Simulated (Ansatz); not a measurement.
A geometry of MgTe$_{2}$ away from equilibrium: the start of the relaxation of a generated cell, MgTe2 placed in the AFLOW prototype AB2_oP6_58_a_g (as in Fe2C). Method: r2SCAN (plane waves to 500 eV, PAW, scalar-relativistic; Ansatz, a program for electronic structure). Γ-centred k-mesh 4×4×6 on the run's cell (coarser than for final values), Fermi–Dirac smearing 0.05 eV.

```xyz
6
Lattice="6.2939 0.0000 0.0000 0.0000 6.8565 0.0000 0.0000 0.0000 4.1250" Properties=species:S:1:pos:R:3 pbc="T T T"
Te     4.7204     2.2855     0.0000
Te     4.7204     5.7137     2.0625
Te     1.5735     1.1428     2.0625
Te     1.5735     4.5710     0.0000
Mg     0.0000     0.0000     0.0000
Mg     3.1469     3.4282     2.0625
```

Give the Cartesian forces on all atoms (eV/Å).


| atom | Fx | Fy | Fz |
|---|---|---|---|
| Te1 | 0.50 | 0.22 | 0.00 |
| Te2 | -0.50 | 0.22 | 0.00 |
| Te3 | 0.50 | -0.22 | 0.00 |
| Te4 | -0.50 | -0.22 | 0.00 |
| Mg5 | 0.00 | 0.00 | 0.00 |
| Mg6 | 0.00 | 0.00 | 0.00 |

What is the pressure?

+1.9 GPa, compression positive.

How far above the relaxed end point is this geometry?

0.43 eV/atom; the path ends in Pnnm (No. 58) (AFLOW prototype AB2_oP6_58_a_g (C18, as in FeS2)).

The relaxed cell holds bonded Te–Te pairs (2.77 Å). No spin polarisation in the result.

The run could not lose the symmetry of its start, so the end can be a saddle point.

The end of the path is a generated cell of MgTe2: the first start was made by placing the elements on the sites of a structure type, and the end was not matched to a known phase here, so it may be hypothetical.
